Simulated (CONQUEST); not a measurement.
A self-consistent single point of CdS (P6_3mc, 8 atoms in the cell; from Materials Project mp-672, changed as shown).

```xyz
8
Lattice="4.0855 0.0000 0.0000 0.0000 7.0762 0.0000 0.0000 0.0000 6.6440" Properties=species:S:1:pos:R:3 pbc="T T T"
Cd     2.0427     1.1794     3.3235
Cd     0.0000     2.3587     0.0015
Cd     0.0000     4.7175     3.3235
Cd     2.0427     5.8969     0.0015
S      2.0427     1.1794     5.8254
S      0.0000     2.3587     2.5033
S      0.0000     4.7175     5.8254
S      2.0427     5.8969     2.5033
```

All values come from this method and carry its errors: PBE, numerical atomic orbitals double-zeta with polarisation (the shipped basis), PseudoDojo norm-conserving potentials made for PBE run with CONQUEST.

CONQUEST settings:

```
setting                                         value
---------------------  ------------------------------
basis                                             DZP
Diag.MPMeshX, Y, Z                              6 4 4
potentials             PseudoDojo norm-conserving PBE
Grid.GridCutoff                                140 Ha
DM.SolutionMethod                              diagon
Diag.kT                                   0.000735 Ha
Diag.GammaCentred                                true
minE.SCTolerance                              1.0e-06
SC.MaxIters                                       100
SC.LinearMixingFactor                             0.5
SC.KerkerPreCondition                            true
SC.KerkerFactor                            0.1 1/bohr
AtomMove.TypeOfRun                             static
```

Results:

| Item | Result |
|---|---|
| Number of valence electrons | 104 |
| Number of bands | 128 |
| Number of k-points after the program's reduction | 74 |
| Size of the basis | 128 |
| Number of SCF iterations | 6 |
| FFT grid | 48 × 72 × 72 |
| Free energy E − TS | -20288.6809 eV |
| Top of the valence band (on the code's own zero) | -5.15 eV |
| Gap on the k-point mesh | 1.50 eV |
| Pressure | 6.25 GPa |

The gap is read on the k-point mesh of the run and can differ from the gap over the whole zone at this level.

For comparison: a first run was changed to give this one (lattice scaled by 0.98), and from it to this one the free energy goes up by 37.2 meV/atom, the pressure goes from 1.98 to 6.25 GPa and the gap on the mesh goes from 1.321 to 1.497 eV.

The program uses no crystal symmetry, so grid and mesh can part values that symmetry would make equal. The atom-centred basis is finite, which shifts total energies, pressures and gaps against plane waves. The structure comes from a collection of computed structures, made at another level of theory; the collection holds predicted forms beside known ones.

Cost on one core: roughly 50 core-seconds.
